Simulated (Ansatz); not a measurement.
## How MgB$_{2}$ (P6/mmm) stiffens under pressure

```
CELL_PARAMETERS angstrom
3.06450 0.00000 0.00000
-1.53225 2.65394 0.00000
0.00000 0.00000 3.49658
ATOMIC_POSITIONS crystal
Mg 0.00000 0.00000 0.00000
B 0.33333 0.66667 0.50000
B 0.66667 0.33333 0.50000
```

This is the zero-pressure cell. At each pressure cell and atoms are relaxed in this structure, and the constants are slopes of the stress at strains of ±0.005 with relaxed ions (the coefficients that govern stability under load). Level: PBEsol, PAW on Ansatz 0.2.0's default frozen-core files (fitted under PBE), scalar-relativistic; k mesh 16×16×12, strains of ±0.005, Fermi-Dirac smearing of 0.100 eV, cutoff 420 eV. P is the pressure of the relaxed cell, less that of this one.

| P (GPa) | V/V₀ | C11 (GPa) | C12 (GPa) | C13 (GPa) | C33 (GPa) | C44 (GPa) |
| --- | --- | --- | --- | --- | --- | --- |
| 0.00 | 1.0000 | 435.9 | 60.8 | 34.9 | 269.6 | 76.3 |
| 1.03 | 0.9932 | 442.8 | 63.3 | 37.5 | 274.4 | 78.4 |
| 2.01 | 0.9867 | 449.3 | 65.3 | 40.3 | 279.0 | 80.6 |
| 4.00 | 0.9743 | 462.2 | 69.6 | 45.6 | 288.2 | 85.0 |
| 7.02 | 0.9568 | 481.6 | 76.4 | 53.8 | 301.5 | 91.3 |
| 10.02 | ? | ? | ? | ? | ? | ? |
| 15.02 | 0.9164 | 529.5 | 93.0 | 76.5 | 332.7 | 107.6 |

Q: Does the bulk modulus from the constants agree with the pressure-volume curve?

A: A third-order Birch-Murnaghan fit to the volumes shown (F against f, f = [(V₀/V)^(2/3) − 1]/2) gives B₀ = 147.7 GPa and B′ = 3.4. Its −V dP/dV stands beside the Reuss value 1/ΣS_ij (i, j ≤ 3):

```csv
P (GPa),from P(V),from the constants
0.00,147.7,146.7
1.03,151.2,150.4
2.01,154.6,153.9
4.00,161.4,161.1
7.02,171.4,171.8
15.02,197.0,199.0
```

Q: What are the pressure derivatives at zero pressure?

A: Slopes at V₀ of quadratic fits in −ln(V/V₀) through the first four rows shown, divided by B₀: dC11/dP = 6.7, dC12/dP = 2.3, dC13/dP = 2.6, dC33/dP = 4.7, dC44/dP = 2.1. The mean slopes up to 2.0 GPa are 6.7, 2.2, 2.7, 4.7, 2.2; curvature and scatter of the constants part the two.

Q: Fill the row at 10.02 GPa.

A: Cubic fits in −ln(V/V₀) through all rows shown give C11 = 500.1, C12 = 82.8, C13 = 62.1, C33 = 314.0, C44 = 97.5 GPa. Computed: V/V₀ = 0.9407, C11 (GPa) = 500.1, C12 (GPa) = 82.8, C13 (GPa) = 62.1, C33 (GPa) = 313.9, C44 (GPa) = 97.5.

Q: Does a shear stiffness soften?

A: C44 goes from 76.3 to 107.6 GPa; (C11 − C12)/2 goes from 187.5 to 218.3 GPa. Neither ends more than 3 % under its start, and the lattice stays mechanically stable over this range.

Known limits: no other phase was computed; many crystals of this kind change structure within this range, and rows or crossings beyond such a change describe a metastable lattice; frozen-core PAW files fitted under PBE, their cores solved anew for the functional of the run; responses of metals move with mesh and smearing; elastic stability says nothing of phonons or of other phases; phonons weren't checked at these pressures.
